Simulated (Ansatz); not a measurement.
ScAlN2:
```
CELL_PARAMETERS angstrom
      3.32270     0.00000     0.00000
     -1.66135     2.87754     0.00000
      0.00000     0.00000     5.16885
ATOMIC_POSITIONS crystal
  Sc 0.33333 0.66667 0.99077
  N  0.33333 0.66667 0.40830
  Al 0.66667 0.33333 0.50402
  N  0.66667 0.33333 0.86691
```

Cartesian axes are those of the cell as given.

**Question.** Give the proper piezoelectric stress tensor with relaxed ions from plane-wave PAW r²SCAN (Ansatz code).

**Answer.** In C/m², rows x, y, z, Voigt columns; mesh uncertainty up to 0.00.
```
 0.00   0.00   0.00   0.00  -0.30  -0.28
-0.28   0.28   0.00  -0.30   0.00   0.00
-0.55  -0.55   1.83   0.00   0.00   0.00
```

The elastic tensor of the same run (GPa):

```json
[
 {"": "1", "1": "279", "2": "122", "3": "131", "4": "-3.7", "5": "0.0", "6": "0.0"},
 {"": "2", "1": "122", "2": "279", "3": "131", "4": "3.7", "5": "0.0", "6": "0.0"},
 {"": "3", "1": "131", "2": "131", "3": "207", "4": "0.0", "5": "0.0", "6": "0.0"},
 {"": "4", "1": "-3.7", "2": "3.7", "3": "0.0", "4": "73.5", "5": "0.0", "6": "0.0"},
 {"": "5", "1": "0.0", "2": "0.0", "3": "0.0", "4": "0.0", "5": "73.5", "6": "-3.7"},
 {"": "6", "1": "0.0", "2": "0.0", "3": "0.0", "4": "0.0", "5": "-3.7", "6": "78.7"}
]
```

**Question.** Convert to strain constants d = e·S.

**Answer.** In pC/N:
```
 0.0   0.0   0.0   0.0  -4.2  -3.7
-1.9   1.9   0.0  -4.2   0.0   0.0
-7.2  -7.2  17.9   0.0   0.0   0.0
```

Space group P3m1. The start of the workflow was typed in or built on a structure type; neither database checked (COD, Materials Project) lists it. Its standing as an ambient phase is unchecked. Symmetry was held in the r²SCAN relaxation; whether a distortion lowers the energy is not shown. The run is not spin-polarised. Signs of piezoelectric constants follow the polarity of the cell as given.

Potentials: the earlier of the program's two PAW sets.
